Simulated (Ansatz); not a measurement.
Ni:
```
CELL_PARAMETERS angstrom
      2.45796     0.00000     0.00000
     -1.22898     2.12866     0.00000
      0.00000     0.00000     8.08618
ATOMIC_POSITIONS crystal
  Ni 0.00000 0.00000 0.00000
  Ni 0.33333 0.66667 0.25000
  Ni 0.00000 0.00000 0.50000
  Ni 0.66667 0.33333 0.75000
```
Starting moments (μB, in the order of the atoms Ni Ni Ni Ni): 0.8 0.7 0.8 0.7.

Relaxed with r²SCAN. Special points in fractions of this cell's reciprocal vectors: Γ (0.000, 0.000, 0.000); M (0.500, 0.000, 0.000); K (0.333, 0.333, 0.000); A (0.000, 0.000, 0.500); L (0.500, 0.000, 0.500); H (0.333, 0.333, 0.500).

### Question
List the band energies nearest the Fermi level at these points for plane-wave PAW r²SCAN (Ansatz code).

### Answer
In eV from the Fermi level; about four levels below and three above (degenerate sets whole), none deeper than 8.9 eV; … stands for higher levels left out; points with the same levels are listed once.

```
k                                        below                above
---  -----------------------------------------  -------------------
Γ ↑  -1.53 -1.53 -1.53 -1.53 -1.10 -1.10 -0.62         5.73 14.82 …
M ↑                    -0.93 -0.91 -0.88 -0.02       1.17 2.20 2.81
K ↑                    -1.44 -1.44 -1.23 -1.00       4.67 4.67 5.18
A ↑                    -1.25 -1.25 -1.25 -1.25          8.94 8.94 …
L ↑                    -1.01 -1.01 -0.93 -0.93  0.95 0.95 2.54 2.54
H ↑                    -1.25 -1.25 -1.11 -1.11  4.76 4.76 5.36 5.36
Γ ↓                    -0.69 -0.69 -0.10 -0.10       0.26 0.26 6.36
M ↓                    -1.10 -0.94 -0.18 -0.04       0.10 0.24 0.35
K ↓                    -0.75 -0.75 -0.23 -0.15  0.37 0.37 5.06 5.06
A ↓                    -0.85 -0.85 -0.85 -0.85  0.10 0.10 0.10 0.10
L ↓                    -0.83 -0.83 -0.38 -0.38  0.30 0.30 0.50 0.50
H ↓                    -0.92 -0.92 -0.19 -0.19  0.47 0.47 5.07 5.07
```

Space group P6_3/mmc (dhcp (α-La type)). The start of the workflow was typed in or built on a structure type; the Crystallography Open Database files this formula in space group No. 194, but the cells were not matched. It is not the phase usual at ambient conditions (space group No. 225). The r²SCAN relaxation kept the symmetry of its start; whether a distortion lowers the energy is not shown. Magnetic state: ferromagnetic, chosen from 3 collinear starts compared on coarse meshes (ties went to the first, and starts can fall back to one state), not a proven ground state. For itinerant 3d metals, meta-GGAs of the SCAN family and hybrids are commonly reported to give too large moments.

Potentials: the earlier of the program's two PAW sets.
